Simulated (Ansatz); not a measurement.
AlAu:
```
AlAu
1.0
    3.17798     0.00000     0.00000
    0.00000     3.17798     0.00000
    0.00000     0.00000     3.17798
Al Au
1 1
Direct
  0.00000   0.00000   0.00000
  0.50000   0.50000   0.50000
```

Relaxed with PBEsol. Special points in fractions of this cell's reciprocal vectors: Γ (0.000, 0.000, 0.000); X (0.000, 0.500, 0.000); M (0.500, 0.500, 0.000); R (0.500, 0.500, 0.500).

Question: List the band energies nearest the Fermi level at these points for the program Ansatz at the PBEsol level (PAW).

Answer: In eV from the Fermi level; about four levels below and three above (degenerate sets whole), none deeper than 8.9 eV; … stands for higher levels left out; points with the same levels are listed once.

```csv
k,below,above
Γ,-6.92 -6.92 -4.87 -4.87 -4.87,2.82 2.82 2.82
X,-5.82 -5.82 -4.74 -3.36,5.61 7.28 7.28
M,-3.97 -3.71 -3.71 -1.28,0.91 7.32 …
R,-7.46 -7.46 -7.46 -3.92 -3.92 -0.34,0.76 0.76 0.76
```

Space group Pm-3m (CsCl type). The workflow started from a Materials Project entry (that database holds measured and hypothetical structures alike); the Crystallography Open Database copy checked does not list it. With Al and Au taken as one species the cell has the higher symmetry Im-3m, so it may be an ordered model of a mixed-site phase. Whether it is the stable phase at ambient conditions was not checked. The cell was relaxed with PBEsol under the symmetry of its start. At this level the phase is mechanically unstable. Scalar-relativistic: spin–orbit coupling is off unless named, which matters more the heavier the elements.

Potentials: the later of the program's two PAW sets.
